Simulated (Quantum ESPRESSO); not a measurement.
# Strain and stress in Si7N

Calculated results; nothing here was measured. They come from pw.x of Quantum ESPRESSO 7.5, a plane-wave density functional program, with PseudoDojo standard norm-conserving files (v0.5 for PBE, v0.4.1 for LDA and PBEsol). The cells are made up: elements, strain and atom displacements were drawn at random, and nothing was relaxed. There is no spin polarisation, spin-orbit coupling or dispersion term.

The cell has 8 sites of a zincblende or diamond lattice. Sites 1 to 4 hold Si Si Si Si; sites 5 to 8 hold Si Si N Si. Cell vectors in Å: (5.294, 0.003, -0.047); (0.003, 5.303, -0.007); (-0.047, -0.007, 5.451). Settings: PBE, cutoff 1143 eV, 6 x 6 x 6 k mesh shifted by half a step, Fermi-Dirac smearing of 0.1 eV.

Each run adds the same linear strain along x, y and z to one cell, with the atoms carried along; the vectors above are those of run 5. Stress is positive in tension and P is minus a third of its trace. E is the free energy for each atom above the lowest run shown.

```
run,strain (%),s_xx (GPa),s_yy (GPa),s_zz (GPa),s_xy (GPa),P (GPa),E (meV/atom)
1,-2.48,-5.49,-6.35,-5.08,2.82,5.64,16.37
2,-2.27,-4.80,-5.62,-4.34,2.73,4.92,12.58
3,-1.69,-2.98,-3.72,-2.40,2.47,3.03,4.68
4,-0.26,0.94,0.38,1.78,1.90,-1.03,0.00
5,-0.03,1.50,0.96,2.38,1.81,-1.61,1.19
7,2.13,5.94,5.61,7.10,1.13,-6.22,33.14
6,1.00,?,?,?,?,?,?
```

A rerun of one of these cells at 1437 eV and k mesh 8 x 8 x 8 moved values by no more than 0.007 eV in the cell's energy, 0.04 GPa in stress and 0.013 eV/Å in force.

## Worked fit

A parabola through the six runs shown gives P = -1.70 - 2.51 e + 0.180 e² GPa, with e in per cent and a scatter of 0.02 GPa. A linear strain of 1 % changes the volume by about 3 %, so the bulk modulus of this cell with clamped atoms is about 84 ± 2 GPa at e = 0. The error is the larger of the fit's own and the change that a cubic makes, rounded up.

## Withheld run

Question: what P should run 6 give?

The fit gives -4.03 GPa. The calculation gave -3.99 GPa.

| run | strain (%) | s_xx (GPa) | s_yy (GPa) | s_zz (GPa) | s_xy (GPa) | P (GPa) | E (meV/atom) |
| --- | --- | --- | --- | --- | --- | --- | --- |
| 6 | 1.00 | 3.80 | 3.36 | 4.82 | 1.46 | -3.99 | 11.68 |